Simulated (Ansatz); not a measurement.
Consider the following.

BaO:
```xyz
2
Lattice="0.0000 2.7871 2.7871 2.7871 0.0000 2.7871 2.7871 2.7871 0.0000" Properties=species:S:1:pos:R:3 pbc="T T T"
Ba     0.0000     0.0000     0.0000
O      2.7871     2.7871     2.7871
```

This is the PBE-relaxed structure.

Q: All from the program Ansatz at the PBE level (PAW), unless another level is named. Estimate the electron effective mass.

A: 0.40, 0.40, 1.2 mₑ (principal values).

Q: What about the hole effective mass with spin–orbit coupling?

A: 0.47, 2.4, 2.4 mₑ (principal values).

Q: And the band gap?

A: 2.10 eV (direct).

Q: Give the valence-band maximum.

A: at X.

Space group Fm-3m (rock salt). The cell was relaxed with PBE under the symmetry of its start. Scalar-relativistic: spin–orbit coupling is off unless named, which matters more the heavier the elements.

Potentials: the earlier of the program's two PAW sets.
